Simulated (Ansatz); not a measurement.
# Elastic constants of GaSbAs₂: input and output

All numbers below come from DFT PBE, scalar-relativistic, plane waves, PAW (Ansatz 0.2.0).

Launched with:
```bash
ansatz run input.yaml --threads 2 --pin off --max-ram 6144MiB --backend cpu --events-out ev --progress --plain --runs-dir out
```

Input (bare energies are in eV):
```yaml
crystal:
  lattice:
    - [4.1886048991, 0.0, 0.0]
    - [0.0, 4.1886048991, 0.0]
    - [0.0, 0.0, 6.600498219]
  atoms:
    - { symbol: Ga, position: [0.5, 0.5, 0.0] }
    - { symbol: Sb, position: [0.0, 0.0, 0.5] }
    - { symbol: As, position: [0.5, 0.0, 0.7863893365] }
    - { symbol: As, position: [0.0, 0.5, 0.2136106635] }
basis:
  ecutwfc: 420
kpoints:
  mp_grid: { grid: [10, 10, 6] }
hamiltonian:
  xc: pbe
scf:
  occupations: { method: fermi_dirac, width: 0.15 }
output:
  forces: true
  stress: true
  eigenvalues: true
elastic:
  mode: clamped_ion
  amplitude: 0.005
  stencil: two_point
```

From the output:
```
--- Elastic constants: 4 strain directions × 2 members + reference (group order 8) ---
  dense FFT box of the reference and of every strained cell: 30×30×45
  strains applied: 11, 33, 23, 12; error gains: componentwise 1.00 (the most a stress slope's error grows in a printed constant), spectral 1.41 (1 for all six strains in a standard setting)
  C = ∂σ_k/∂η_j (tension-positive GPa; Voigt order 11 22 33 23 13 12):
        54.783     21.855     41.849      0.000      0.000      0.000
        21.855     54.783     41.849      0.000      0.000      0.000
        41.849     41.849     83.710      0.000      0.000      0.000
         0.000      0.000      0.000     10.960      0.000      0.000
         0.000      0.000      0.000      0.000     10.960      0.000
         0.000      0.000      0.000      0.000      0.000      0.829
  reference stress σ⁰ (GPa):      0.009      0.009      0.001     -0.000      0.000     -0.000
  C* (energy form; C + prestress term) asymmetry max|C*_kj − C*_jk| = 8.281e-3 GPa — a small one proves nothing (zero by symmetry where the batch's group is 432, −43m or m−3m); a large one is finite-difference/SCF noise where every solve ...
  moduli (Voigt/Reuss/Hill, GPa): K = 44.93/37.99/41.46   G = 10.40/3.24/6.82   E = 19.40   ν = 0.422
  mechanically stable: yes (min eigenvalue of sym C = 0.83 GPa)
  strain η (Voigt 11):  stress-route row diagonal C_11 = 54.78 GPa, energy-path curvature d²(F+E_count+ΔE)/dδ²/Ω₀ = 54.76 GPa
         δ    σ_11 (GPa) F (eV) n_scf n_hpsi n_pw
    -5.000e-3      -0.2720      -19979.5136617      11  122377   2276
     5.000e-3       0.2758      -19979.5136132       9  101696   2300
  strain η (Voigt 33):  stress-route row diagonal C_33 = 83.71 GPa, energy-path curvature d²(F+E_count+ΔE)/dδ²/Ω₀ = 83.70 GPa
         δ    σ_33 (GPa) F (eV) n_scf n_hpsi n_pw
    -5.000e-3      -0.4189      -19979.5133735      10   65283   2276
     5.000e-3       0.4182      -19979.5133709       8   58707   2308
  strain η (Voigt 23):  stress-route row diagonal C_44 = 10.96 GPa, energy-path curvature d²(F+E_count+ΔE)/dδ²/Ω₀ = 10.95 GPa
         δ    σ_23 (GPa) F (eV) n_scf n_hpsi n_pw
    -5.000e-3      -0.0548      -19979.5140291      10  161268   2288
     5.000e-3       0.0548      -19979.5140291       8  130024   2288
  strain η (Voigt 12):  stress-route row diagonal C_66 = 0.83 GPa, energy-path curvature d²(F+E_count+ΔE)/dδ²/Ω₀ = 0.82 GPa
         δ    σ_12 (GPa) F (eV) n_scf n_hpsi n_pw
    -5.000e-3      -0.0041      -19979.5141219       8   83367   2284
     5.000e-3       0.0041      -19979.5141219       7   75484   2284
```

The run took 3.3 min on 2 threads of Oxide Virtual Turin-like Processor (Zen 5) (shared host), peak memory 0.99 GiB.

The cell was built by swapping an element in a database structure (itself possibly hypothetical) and relaxing; it need not be the stable form of this composition. In a metal, frequencies and elastic constants depend on the k mesh and the smearing, soft modes and shear constants most.

The least eigenvalue is 0.8 GPa; in a metal on this mesh the verdict on stability isn't firm within about 20 GPa or a tenth of the bulk modulus.

Clamped-ion constants are upper bounds: once the atoms relax, a strain can turn out softer or unstable.